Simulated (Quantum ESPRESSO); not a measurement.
Al3SiO5N, input and log of a self-consistent run

Simulated, not a measurement. The program is pw.x of Quantum ESPRESSO 7.5 (plane-wave density functional theory). The cell is made up: 10 atoms on a corundum lattice, with randomly drawn elements, strain and displacements, not relaxed. PseudoDojo standard norm-conserving files (v0.5 for PBE, v0.4.1 for LDA and PBEsol) set the functional; there is no spin polarisation, spin-orbit coupling or dispersion term, and the masses in the input are unused placeholders.

Input:

```
&control calculation='scf', pseudo_dir='./dojo.nc.sr.pbe.v0_5.standard.upf', outdir='./o', disk_io='low', tprnfor=.true., tstress=.true. /
&system ibrav=0, nat=10, ntyp=4, nbnd=30, ecutwfc=84.00895049, nosym=.true., tot_charge=0,
 occupations='smearing', smearing='fd', degauss=0.0018374661
/
&electrons conv_thr=7.350e-09, electron_maxstep=60, /
ATOMIC_SPECIES
Al 1.0 Al.upf
N 1.0 N.upf
O 1.0 O.upf
Si 1.0 Si.upf
CELL_PARAMETERS angstrom
2.3499 1.3567 4.2731
-2.3499 1.3567 4.2731
0.0 -2.7134 4.2731
ATOMIC_POSITIONS angstrom
Al -0.034 0.0251 4.5289
Al 0.0033 -0.0438 1.8747
Si 0.0583 0.0493 8.2287
Al -0.0182 -0.0326 10.923
O -1.0245 1.2905 7.5169
O -0.7097 -1.453 7.54
O 1.6495 0.0814 7.6047
O 0.8261 -1.4654 5.3347
O 0.7785 1.4512 5.3261
N -1.6495 -0.129 5.2322
K_POINTS automatic
6 6 6 1 1 1
```

The log is shortened where brackets say so; the opening notice, blank lines, dates and the lines on written files are dropped, and the path of the files is cut. It prints rydbergs, bohrs and kilobars, and counts compression as positive stress. With no partly filled state, the Fermi energy that it prints is only some level between the filled and the empty states on the mesh, and need not lie in the true gap.

```
     Program PWSCF v.7.5
     Parallel version (MPI & OpenMP), running on       4 processor cores
     Number of MPI processes:                 4
     Threads/MPI process:                     1
     [start-up lines left out]
     bravais-lattice index     =            0
     lattice parameter (alat)  =       9.5655  a.u.
     unit-cell volume          =     551.5998 (a.u.)^3
     number of atoms/cell      =           10
     number of atomic types    =            4
     number of electrons       =        48.00
     number of Kohn-Sham states=           30
     kinetic-energy cutoff     =      84.0090  Ry
     charge density cutoff     =     336.0358  Ry
     scf convergence threshold =      7.3E-09
     mixing beta               =       0.7000
     number of iterations used =            8  plain     mixing
     Exchange-correlation= PBE
                           (   1   4   3   4   0   0   0)
     [axes and pseudopotential details left out]
   Cartesian axes
     site n.     atom                  positions (alat units)
         1        Al     tau(   1) = (  -0.0067169   0.0049587   0.8947172  )
         2        Al     tau(   2) = (   0.0006519  -0.0086530   0.3703607  )
         3        Si     tau(   3) = (   0.0115176   0.0097396   1.6256397  )
         4        Al     tau(   4) = (  -0.0035955  -0.0064404   2.1579184  )
         5        O      tau(   5) = (  -0.2023975   0.2549477   1.4850184  )
         6        O      tau(   6) = (  -0.1402064  -0.2870508   1.4895820  )
         7        O      tau(   7) = (   0.3258708   0.0160812   1.5023640  )
         8        O      tau(   8) = (   0.1632021  -0.2895005   1.0539089  )
         9        O      tau(   9) = (   0.1537984   0.2866951   1.0522099  )
        10        N      tau(  10) = (  -0.3258708  -0.0254849   1.0336593  )
     number of k points=   108  Fermi-Dirac smearing, width (Ry)=  0.0018
     Number of k-points >= 100: set verbosity='high' to print them.
     Dense  grid:    57299 G-vectors     FFT dimensions: (  60,  60,  60)
     Estimated max dynamical RAM per process >     170.95 MB
     Estimated total dynamical RAM >     641.82 MB
     Initial potential from superposition of free atoms
     starting charge      47.9920, renormalised to      48.0000
     Starting wfcs are   40 randomized atomic wfcs
     total cpu time spent up to now is        3.5 secs
     per-process dynamical memory:   145.0 Mb
     Self-consistent Calculation
     iteration #  1     ecut=    84.01 Ry     beta= 0.70
     Davidson diagonalization with overlap
     ethr =  1.00E-02,  avg # of iterations =  3.6
     total cpu time spent up to now is        9.5 secs
     total energy              =    -208.47179298 Ry
     estimated scf accuracy    <       2.29858575 Ry
     iteration #  2     ecut=    84.01 Ry     beta= 0.70
     Davidson diagonalization with overlap
     ethr =  4.79E-03,  avg # of iterations =  2.1
     total cpu time spent up to now is       15.2 secs
     total energy              =    -209.18045511 Ry
     estimated scf accuracy    <       1.27353715 Ry
     iteration #  3     ecut=    84.01 Ry     beta= 0.70
     Davidson diagonalization with overlap
     ethr =  2.65E-03,  avg # of iterations =  2.0
     total cpu time spent up to now is       20.1 secs
     total energy              =    -209.39214688 Ry
     estimated scf accuracy    <       0.01845230 Ry
     iteration #  4     ecut=    84.01 Ry     beta= 0.70
     Davidson diagonalization with overlap
     ethr =  3.84E-05,  avg # of iterations =  9.4
     total cpu time spent up to now is       28.3 secs
     total energy              =    -209.40441378 Ry
     estimated scf accuracy    <       0.00878744 Ry
     iteration #  5     ecut=    84.01 Ry     beta= 0.70
     Davidson diagonalization with overlap
     ethr =  1.83E-05,  avg # of iterations =  2.1
     total cpu time spent up to now is       33.1 secs
     total energy              =    -209.40497057 Ry
     estimated scf accuracy    <       0.00250987 Ry
     iteration #  6     ecut=    84.01 Ry     beta= 0.70
     Davidson diagonalization with overlap
     ethr =  5.23E-06,  avg # of iterations =  3.3
     total cpu time spent up to now is       38.0 secs
     total energy              =    -209.40474539 Ry
     estimated scf accuracy    <       0.00079265 Ry
     iteration #  7     ecut=    84.01 Ry     beta= 0.70
     Davidson diagonalization with overlap
     ethr =  1.65E-06,  avg # of iterations =  4.4
     total cpu time spent up to now is       44.1 secs
     total energy              =    -209.40492028 Ry
     estimated scf accuracy    <       0.00002569 Ry
     iteration #  8     ecut=    84.01 Ry     beta= 0.70
     Davidson diagonalization with overlap
     ethr =  5.35E-08,  avg # of iterations =  3.6
     total cpu time spent up to now is       50.0 secs
     total energy              =    -209.40493063 Ry
     estimated scf accuracy    <       0.00001109 Ry
     iteration #  9     ecut=    84.01 Ry     beta= 0.70
     Davidson diagonalization with overlap
     ethr =  2.31E-08,  avg # of iterations =  2.0
     total cpu time spent up to now is       54.6 secs
     total energy              =    -209.40493264 Ry
     estimated scf accuracy    <       0.00000027 Ry
     iteration # 10     ecut=    84.01 Ry     beta= 0.70
     Davidson diagonalization with overlap
     ethr =  5.69E-10,  avg # of iterations =  3.7
     total cpu time spent up to now is       60.3 secs
     total energy              =    -209.40493274 Ry
     estimated scf accuracy    <       0.00000006 Ry
     iteration # 11     ecut=    84.01 Ry     beta= 0.70
     Davidson diagonalization with overlap
     ethr =  1.21E-10,  avg # of iterations =  2.0
     total cpu time spent up to now is       65.6 secs
     End of self-consistent calculation
     Number of k-points >= 100: set verbosity='high' to print the bands.
     the Fermi energy is    12.5935 ev
!    total energy              =    -209.40493276 Ry
     estimated scf accuracy    <          4.3E-09 Ry
     smearing contrib. (-TS)   =       0.00000000 Ry
     internal energy E=F+TS    =    -209.40493276 Ry
     The total energy is F=E-TS. E is the sum of the following terms:
     one-electron contribution =     -23.06299824 Ry
     hartree contribution      =      48.31384613 Ry
     xc contribution           =     -59.24142049 Ry
     ewald contribution        =    -175.41436015 Ry
     convergence has been achieved in  11 iterations
     Forces acting on atoms (cartesian axes, Ry/au):
     atom    1 type  1   force =     0.03608900   -0.02560416    0.06321518
     atom    2 type  1   force =    -0.00250839   -0.04347825   -0.03611107
     atom    3 type  4   force =    -0.03246949    0.01432524    0.14201489
     atom    4 type  1   force =     0.01394266    0.03439868   -0.06869920
     atom    5 type  3   force =     0.10378468   -0.01252527   -0.03423801
     atom    6 type  3   force =     0.02793853    0.06613744   -0.02468407
     atom    7 type  3   force =    -0.06050174   -0.04757746   -0.10323558
     atom    8 type  3   force =     0.08393237    0.07979731   -0.00623562
     atom    9 type  3   force =    -0.07035054   -0.00842832    0.01412153
     atom   10 type  2   force =    -0.09985707   -0.05704519    0.05385194
     Total force =     0.325457     Total SCF correction =     0.000046
     Computing stress (Cartesian axis) and pressure
          total   stress  (Ry/bohr**3)                   (kbar)     P=      174.08
   0.00152764  -0.00007618  -0.00039337          224.72      -11.21      -57.87
  -0.00007618   0.00101771  -0.00017356          -11.21      149.71      -25.53
  -0.00039337  -0.00017356   0.00100481          -57.87      -25.53      147.81
     init_run     :      3.25s CPU      3.36s WALL (       1 calls)
     electrons    :     61.94s CPU     62.18s WALL (       1 calls)
     forces       :      0.94s CPU      0.95s WALL (       1 calls)
     stress       :      3.18s CPU      3.18s WALL (       1 calls)
     [timing details left out]
     PWSCF        :   1m 9.43s CPU   1m 9.81s WALL
     JOB DONE.
```

In other units: free energy -2849.099 eV for the cell, pressure 17.41 GPa, largest force component 3.651 eV/Å. A rerun of this cell at a cutoff of 1437 eV and k mesh 8 x 8 x 8 moved values by no more than 0.003 eV in energy, 0.02 GPa in stress and 0.002 eV/Å in force.